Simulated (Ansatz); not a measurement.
A geometry of MoS$_{2}$ away from equilibrium: the start of the relaxation of a relaxed MoS2 cell with every coordinate shifted by Gaussian noise of σ = 0.45 Å. The numbers are results of r2SCAN (plane waves to 500 eV, PAW, scalar-relativistic; Ansatz, a program for electronic structure), not measurements. Γ-centred k-mesh 8×8×8 on the run's cell (coarser than for final values), Fermi–Dirac smearing 0.05 eV.

```xyz
3
Lattice="1.5927 0.9195 6.4963 -1.5927 0.9195 6.4963 0.0000 -1.8391 6.4963" Properties=species:S:1:pos:R:3 pbc="T T T"
Mo     0.9921    -0.8273    19.5569
S     -0.5096    -0.1607    14.8243
S      0.1484    -0.2596    11.0300
```

**Question.** Give the Cartesian forces on all atoms (eV/Å).

**Answer.** 
```json
[
 {"atom": "Mo1", "Fx": "1.45", "Fy": "-1.57", "Fz": "0.00"},
 {"atom": "S2", "Fx": "-0.51", "Fy": "1.35", "Fz": "-2.94"},
 {"atom": "S3", "Fx": "-0.94", "Fy": "0.23", "Fz": "2.93"}
]
```

**Question.** What is the pressure?

**Answer.** -13.9 GPa, compression positive.

**Question.** How much energy per atom can still be gained by relaxing?

**Answer.** 0.93 eV/atom; the path ends in R3m (No. 160).

No spin polarisation in the result. Without a van der Waals term the distances between weakly bound units are poorly fixed.
